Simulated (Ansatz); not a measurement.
**Property card for InCu**

InCu:
```xyz
4
Lattice="4.0949 0.0000 0.0000 -2.0474 3.5463 0.0000 0.0000 0.0000 4.8389" Properties=species:S:1:pos:R:3 pbc="T T T"
In     0.0000     2.3642     1.2097
In     2.0474     1.1821     3.6292
Cu     0.0000     0.0000     2.4194
Cu     0.0000     0.0000     0.0000
```

Space group P6_3/mmc (No. 194), NiAs type; conventional cell a = b = 4.095 Å, c = 4.839 Å, α = β = 90.00°, γ = 120.00°.

Method: plane-wave PAW LDA (Ansatz code). Geometry: relaxed at this level of theory. Other levels are named where they apply.

Cell and energy:

- Volume per atom = 17.57 Å³
- Density = 8.43 g/cm³
- Formation energy from the elements (no fitted shifts) = 0.027 eV/atom

Electronic structure:

- Electronic character = metallic (no gap)
- Density of states at the Fermi level = 0.44 states/eV per atom (mean over ±0.08 eV)

Mechanics:

- Bulk modulus (Birch–Murnaghan fit): 95.3 GPa
- Pressure derivative B′: 5.1
- Elastic constants (relaxed ions, GPa): C11 = 111, C12 = 88.3, C13 = 79.9, C33 = 147, C44 = 32.0
- Mechanical stability: stable (all eigenvalues of C positive)
- Hill bulk and shear moduli: 95.7 and 20.7 GPa
- Young's modulus: 57.9 GPa
- Poisson's ratio: 0.40
- Debye temperature from the elastic constants: 203 K

Phonons:

- Highest zone-centre frequency = 254 cm^-1
- Zone-centre stability = no imaginary mode at Γ

The first step of the workflow began from a Materials Project structure, measured or hypothetical; the Crystallography Open Database copy checked does not list it. Its standing as an ambient phase is unchecked. The LDA relaxation kept the symmetry of its start. No spin polarisation was allowed. As this level gives no gap, shear constants depend on the k-mesh and smearing (Fermi–Dirac, 0.1 eV here). As this level gives no gap, phonon frequencies hold no LO–TO term and depend on the k-mesh and smearing (Fermi–Dirac, 0.1 eV here). Axis ratios of metals converge slowly with the k-mesh, so a and c are less sure than the volume. The references are the lowest solids computed at this level, not always the standard phases. Spin–orbit coupling is left out wherever it is not named.

Potentials: the later of the program's two PAW sets.
